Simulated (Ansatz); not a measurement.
TiTe (NiAs type, space group No. 194), DFT-r²SCAN in the program Ansatz with PAW potentials, all energies at zero smearing, with the estimated change up to a 700 eV cutoff added, with one set of potentials and settings (totals compare only within such a set). Cell of 4 atoms (2 Te, 2 Ti): -19000.139 eV.

| element | reference phase | E (eV/atom) |
|---|---|---|
| Te | P3_121, 3 atoms in the cell | -6994.8235 |
| Ti | P6/mmm, 3 atoms in the cell | -2504.3896 |

Formation energy per atom, worked out: (-19000.139 − 2×(-6994.8235) − 2×(-2504.3896))/4 = -0.428 eV/atom (-41 kJ per mol of atoms), at 0 K, without zero-point energy or fitted corrections.

Space group P6_3/mmc (NiAs type). The workflow started from an entry of the Crystallography Open Database (COD). Its standing as an ambient phase is unchecked. The cell was relaxed with r²SCAN under the symmetry of its start; its stability against distortions is not shown here. The run is not spin-polarised. The references are the lowest solids computed at this level, not always the standard phases. Spin–orbit coupling is left out wherever it is not named.

Potentials: the later of the program's two PAW sets.
